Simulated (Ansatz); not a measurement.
GaCuBr4:
```cif
data_Br8Cu2Ga2
_chemical_formula_sum 'Ga2 Cu2 Br8'
_space_group_name_H-M_alt 'P-42c'
_space_group_IT_number 112
_space_group_name_Hall 'P -4 2c'
_cell_length_a 5.77763
_cell_length_b 5.77763
_cell_length_c 10.61681
_cell_angle_alpha 90.000
_cell_angle_beta 90.000
_cell_angle_gamma 90.000
loop_
_atom_site_label
_atom_site_type_symbol
_atom_site_symmetry_multiplicity
_atom_site_Wyckoff_symbol
_atom_site_fract_x
_atom_site_fract_y
_atom_site_fract_z
_atom_site_occupancy
Ga1 Ga 2 d 0.00000 0.50000 0.25000 1
Cu1 Cu 2 e 0.00000 0.00000 0.00000 1
Br1 Br 8 n 0.23965 0.26493 0.12402 1
```

Relaxed with r²SCAN.

Q: Tabulate the valence density and the electron localisation function along the shortest Ga–Br contact (2.36 Å), the program Ansatz at the r²SCAN level (PAW).

A: 

| distance from Ga (Å) | density (e/Å³) | ELF |
|---|---|---|
| 0.24 | 28.48 | 0.02 |
| 0.35 | 13.71 | 0.02 |
| 0.47 | 5.46 | 0.06 |
| 0.59 | 2.14 | 0.12 |
| 0.71 | 1.03 | 0.19 |
| 0.82 | 0.68 | 0.25 |
| 0.94 | 0.55 | 0.33 |
| 1.06 | 0.54 | 0.49 |
| 1.18 | 0.59 | 0.69 |
| 1.30 | 0.70 | 0.80 |
| 1.41 | 0.86 | 0.84 |
| 1.53 | 1.04 | 0.84 |
| 1.65 | 1.16 | 0.77 |
| 1.77 | 1.12 | 0.55 |
| 1.88 | 0.91 | 0.20 |
| 2.00 | 0.58 | 0.02 |
| 2.12 | 0.29 | 0.00 |

The density is the valence pseudo-density with augmentation charge, so density and ELF within about 1 Å of a nucleus are not all-electron values.

The first step of the workflow began from a Materials Project structure, measured or hypothetical; the Crystallography Open Database copy checked does not list it. Whether it is the stable phase at ambient conditions was not checked. The cell was relaxed with r²SCAN under the symmetry of its start; its stability against distortions is not shown here. The run is not spin-polarised.

Potentials: the later of the program's two PAW sets.
